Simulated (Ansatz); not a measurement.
LiF (CsCl type, Pm-3m), plane-wave PAW LDA (Ansatz code). The conduction-band minimum lies at Γ, with 1 equivalent valley. Second derivatives d²E/dk² of the lowest band at one valley (eV·Å²), along Cartesian directions:

| direction | d²E/dk² |
|---|---|
| [100] | 7.810 |
| [010] | 7.810 |
| [001] | 7.810 |
| [110] | 7.806 |
| [101] | 7.806 |
| [011] | 7.806 |

### Question
Find the principal effective masses, the density-of-states mass and the conductivity mass.

### Answer
Off-diagonal terms follow from H_xy = H[110] − (H_xx + H_yy)/2, and m*/mₑ = 7.620 eV·Å² over each eigenvalue: 0.98, 0.98, 0.98. One valley's DOS mass (m₁m₂m₃)^(1/3) = 0.98, conductivity mass 3/(Σ 1/mᵢ) = 0.98 mₑ.

### Question
What effective density of states Nc follows at 300 K for parabolic valleys?

### Answer
Nc = 2.509e19 × 1 × (0.98)^(3/2) ≈ 2.4e19 cm⁻³.

The first step of the workflow began from a Materials Project structure, measured or hypothetical; the Crystallography Open Database copy checked does not list it. It is not the phase usual at ambient conditions (space group No. 225). Symmetry was held in the LDA relaxation. At this level the phase is dynamically unstable (imaginary phonons).

Potentials: the later of the program's two PAW sets.

Edges and masses are those of Kohn–Sham bands, whose gap is no quasiparticle gap.
